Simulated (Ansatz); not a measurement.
# Be: from a starting cell to a relaxed one

The start is a generated cell, Be built in the AFLOW prototype A_aP4_2_aci. The structure is fully relaxed (lattice and positions, P = 0) with r2SCAN (plane waves to 500 eV, PAW, scalar-relativistic; Ansatz, a first-principles code). The first steps use a coarse 15×13×6 k-mesh.

Initial structure:
```yaml
crystal:
  lattice:
    - [2.18560, 0.00000, 0.00000]
    - [0.21879, 2.57856, 0.00000]
    - [0.09515, 0.42837, 5.78348]
  atoms:
    - { symbol: Be, position: [0.00000, 0.00000, 0.00000] }
    - { symbol: Be, position: [0.00000, 0.00000, 0.50000] }
    - { symbol: Be, position: [0.43300, 0.57200, 0.25900] }
    - { symbol: Be, position: [0.56700, 0.42800, 0.74100] }
```

### Question
What pressure does the first self-consistent step give?

### Answer
+4.5 GPa (positive: the cell is compressed).

### Question
Which atoms feel the largest initial force, and how large is it?

### Answer
1.85 eV/Å, on Be3, Be4 (atoms numbered as listed).

### Question
What symmetry does the relaxed structure have?

### Answer
The space group goes from P-1 (No. 2) to Fm-3m (No. 225); the end is fcc (Cu type), with 1 atom in the primitive cell.

### Question
How much energy is released per atom?

### Answer
0.22 eV/atom.

### Question
How does the volume change?

### Answer
-3.4 %, from 8.15 to 7.87 Å³/atom.

### Question
How do the shortest distances between atoms change?

### Answer
The closest pairs of elements (up to four, under 3.6 Å), start → end: Be–Be 2.00 → 2.23 Å.

### Question
Is the relaxed structure metallic? Give its gap.

### Answer
No gap (metallic).

### Question
What does it relax into? Give the structure.

### Answer

Space group Fm-3m (No. 225); a = b = c = 3.158 Å, α = β = γ = 90.00°

```csv
atom,site,symmetry,x,y,z
Be,4a,m-3m,0.0000,0.0000,0.0000
```
(The calculation used a cell of 1 atom; values per cell refer to that cell.)

Final values are on a 25×25×25 k-mesh of the relaxed cell. No spin polarisation in the result.

The run could not lose the symmetry of its start: the end is stationary, and may be a saddle point rather than a minimum.

The relaxed structure here is a generated cell of Be: the first start was made by placing the elements on the sites of a structure type, and the end was not matched to a known phase here, so it may be hypothetical. Known forms of Be include space group No. 194.
